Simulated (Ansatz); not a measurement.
**SrIr2 (Fd-3m): electronic heat capacity and spin susceptibility from the density of states**

The calculation used DFT PBEsol, scalar-relativistic, plane waves, PAW in Ansatz 0.2.0.

Plane waves to 420 eV, a k mesh through Γ of 8×8×8 on the computed 6-atom cell and Gaussian smearing (0.10 eV); no spin polarisation.

Relaxed cell: Fd-3m, a = 7.639 Å, b = 7.639 Å, c = 7.639 Å, α = 90.00°, β = 90.00°, γ = 90.00°, 6 atoms in the primitive cell. Whether it is the stable form of this composition wasn't checked.

The density of states at the Fermi level is 7.145 states/eV in the cell of 6 atoms (2 formula units; both spins, tetrahedra on a 12×12×12 mesh).

Task: What Sommerfeld coefficient and Pauli susceptibility does this give?

Result: Per formula unit N(E_F) = 3.572 states/eV. γ = (π²/3) k_B² N(E_F) N_A = 2.357 mJ/(mol K²) per state/eV, so γ = 8.4 mJ/(mol K²), a mole of formula units. χ_P = μ_B² N(E_F) N_A = 3.23×10⁻⁵ emu/mol per state/eV gives 11.5×10⁻⁵ emu/mol. This is the bare band result: a measured γ of the same phase is as a rule larger by a factor 1 + λ from phonons and spin fluctuations, the spin part of χ is larger by the Stoner factor, and a measured χ also holds orbital and core terms. N(E_F) at one energy is sensitive to the mesh where the density of states has sharp peaks.

Spin-orbit coupling is left out, which matters for the bands of heavy elements.

Cost: 1 run of about 1.9 core-minutes, on AMD EPYC 7R43 (Zen 3) (shared hosts).